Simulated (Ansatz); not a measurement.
# What moves the field gradients of WS₂?

Cell of run 1: a structure deposited in the COD (the entry's cell lengths or inner coordinates differ somewhat from later room-temperature determinations).

Space group P6_3/mmc (No. 194); a = 3.1800, c = 12.5000 Å, γ = 120.00°.

```csv
site,Wyckoff,site symmetry,x,y,z
W,2c,-6m2,0.3333,0.6667,0.2500
S,4f,3m.,0.3333,0.6667,0.6250
```

One atom of each set is listed.

Relaxed positions (PBE, cell held):

W (0.3333, 0.6667, 0.2500)
S (0.3333, 0.6667, 0.6245)

All runs are DFT with Ansatz 0.2.0 (plane waves and PAW, scalar-relativistic unless spin–orbit coupling is named, Γ-centred meshes, Fermi–Dirac smearing where given) in this cell. Start moments of run 1 as typed (μB): 2 on each W, none on the rest.

Run 1: PBE, parallel start moments, atoms as given; 420 eV, 11×11×3 k-points, smearing 0.02 eV.
Run 2: PBE, parallel start moments, atoms relaxed; 420 eV, 11×11×3 k-points, smearing 0.02 eV.
Run 3: r2SCAN, parallel start moments, at the relaxed atoms; 500 eV, 11×11×3 k-points, smearing 0.02 eV.
Run 4: LDA, parallel start moments, at the relaxed atoms; 420 eV, 11×11×3 k-points, smearing 0.02 eV.

```tsv
run	W V_zz (η)	S V_zz (η)
1	-17.91 (0.00)	-4.71 (0.00)
2	-17.56 (0.00)	-4.57 (0.00)
3	-17.45 (0.00)	-4.63 (0.00)
4	?	?
```

V_zz in 10²¹ V/m².

(1) Estimate the row of run 4.

Results:

(1) W: -17.84 (0.00); S: -4.62 (0.00). It lies nearest to run 1, from whose tensors on these sites it differs by 0.09 at most (largest principal value of the difference, on S). Taken one at a time, the functional (between the two that differ most) moves the tensors on these sites by up to 0.39 (largest principal value of the change, on W), the positions of the atoms (as given or relaxed) by 0.35 (W).

Without spin–orbit coupling the gradients at and beside W can be off by some per cent, at some sites by more. In run 3 the program didn't check the stability of the electronic state in full, so a lower one may lie near. In runs 1, 2, 3, 4 the start moments die out. In run 4 the atoms aren't at the calculated equilibrium (largest force 0.48 eV/Å). The cell isn't the equilibrium one in run 4 (calculated pressure -6 GPa), and the entry's cell may itself be off.
